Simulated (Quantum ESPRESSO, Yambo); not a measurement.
CdZnS₂ (space group P-4m2, No. 115): one geometry, one set of PBEsol (pw.x of Quantum ESPRESSO, ONCV potentials, without SOC) orbitals, self-energies from Yambo (4×4×2 Γ-centred k mesh, bands 9 to 173 and a 8 Ry block in the screening, 173 bands in G with the Bruneval-Gonze terminator, plasmon pole fitted at 27.2 eV).

```json
[
 {"level": "PBEsol (Quantum ESPRESSO)", "gap Γ → Γ (eV)": "1.38"},
 {"level": "exchange only (Hartree-Fock self-energy on PBEsol orbitals)", "gap Γ → Γ (eV)": "?"},
 {"level": "static COHSEX@PBEsol", "gap Γ → Γ (eV)": "3.14"},
 {"level": "G0W0@PBEsol, plasmon pole", "gap Γ → Γ (eV)": "?"}
]
```

Question: Complete the blanks.

Answer: 
- exchange only (Hartree-Fock self-energy on PBEsol orbitals), gap Γ → Γ (eV): 8.63
- G0W0@PBEsol, plasmon pole, gap Γ → Γ (eV): 2.60

Bare exchange has no screening and gives the widest gap; static COHSEX screens it but leaves out the frequency dependence, which G0W0 restores.

Nearest settings tried, and what they do to the gap: 114 bands in W, 114 bands in G: +16 meV; 3 Ry block (51 vectors against 237): -156 meV; 2×2×2 mesh: -109 meV. So the settings aren't converged at that level.

Geometry relaxed with PBEsol; primitive cell a = b = 3.928 Å, c = 5.652 Å, α = β = γ = 90.00°.

The structure is a Materials Project entry; no match was found in the copy of COD used, and its stability was not checked.
